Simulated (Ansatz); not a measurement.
**Computed properties of Ti**

Ti:
```
CELL_PARAMETERS angstrom
      0.00000     2.93226     2.93226
      2.93226     0.00000     2.93226
      2.93226     2.93226     0.00000
ATOMIC_POSITIONS crystal
  Ti 0.00000 0.00000 0.00000
  Ti 0.25000 0.25000 0.25000
```
The run is spin-polarised; directions of the spins, atom by atom: ↑ ↑.

Space group Fd-3m (No. 227), diamond; conventional cell a = 5.865 Å, b = 5.865 Å, c = 5.865 Å, α = 90.00°, β = 90.00°, γ = 90.00°.

Method: plane-wave PAW PBEsol (Ansatz code). Geometry: relaxed at this level of theory. Other levels are named where they apply.

### Cell and energy

```json
{
  "volume_per_atom": "25.21 Å³",
  "density": "3.15 g/cm³"
}
```

### Electronic structure

```json
{
 "electronic_character": "metallic (no gap)",
 "Density of states at the Fermi level": "1.8 states/eV per atom (mean over ±0.08 eV)"
}
```

### Magnetism

```json
{
 "magnetic_order": "ferromagnetic",
 "net_moment": "2.15 μB per atom"
}
```

### Mechanics

```json
{
  "Bulk modulus (Birch–Murnaghan fit)": "22.2 GPa",
  "Pressure derivative B′": "1.1",
  "Elastic constants (relaxed ions, GPa)": "C11 = -17.6, C12 = 41.5, C44 = -149",
  "mechanical_stability": "unstable (C has a negative eigenvalue)"
}
```

The start of the workflow was typed in or built on a structure type; neither database checked (COD, Materials Project) lists it. It is not the phase usual at ambient conditions (space group No. 194). Symmetry was held in the PBEsol relaxation. Spin order of the final state: ferromagnetic, chosen from 4 collinear starts compared on coarse meshes (ties went to the first, and starts can fall back to one state), not a proven ground state. As this level gives no gap, shear constants depend on the k-mesh and smearing (Fermi–Dirac, 0.1 eV here).

Potentials: the earlier of the program's two PAW sets. The files were generated under PBE; for other functionals the program regenerates the frozen cores, and for LDA and PBEsol the local potential too.
